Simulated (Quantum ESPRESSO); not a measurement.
```cif
data_F6K2Ni
_chemical_formula_sum 'F6 K2 Ni1'
_space_group_name_H-M_alt 'P 1'
_space_group_IT_number 1
_cell_length_a 5.65869
_cell_length_b 5.65869
_cell_length_c 5.65869
_cell_angle_alpha 60.000
_cell_angle_beta 60.000
_cell_angle_gamma 60.000
loop_
_space_group_symop_operation_xyz
  'x, y, z'
loop_
_atom_site_label
_atom_site_type_symbol
_atom_site_fract_x
_atom_site_fract_y
_atom_site_fract_z
_atom_site_occupancy
F1 F 0.77718 0.22282 0.77718 1
F2 F 0.22282 0.77718 0.22282 1
F3 F 0.77718 0.22282 0.22282 1
F4 F 0.22282 0.77718 0.77718 1
F5 F 0.77718 0.77718 0.22282 1
F6 F 0.22282 0.22282 0.77718 1
K1 K 0.25000 0.25000 0.25000 1
K2 K 0.75000 0.75000 0.75000 1
Ni1 Ni 0.00000 0.00000 0.00000 1
```

The geometry is that of Materials Project entry mp-605034, symmetrised and not relaxed again.

Problem. What does norm-conserving PBEsol (Quantum ESPRESSO, 98 Ry, no spin-orbit coupling) give for the electronic structure near the Fermi level?

Solution. The PBEsol gap is direct, 1.56 eV at X. The 3d shell has no Hubbard U; the runs are without spin polarisation, and magnetic order was not tried.

The structure is a Materials Project entry; no match was found in the copy of COD used, and its stability was not checked.
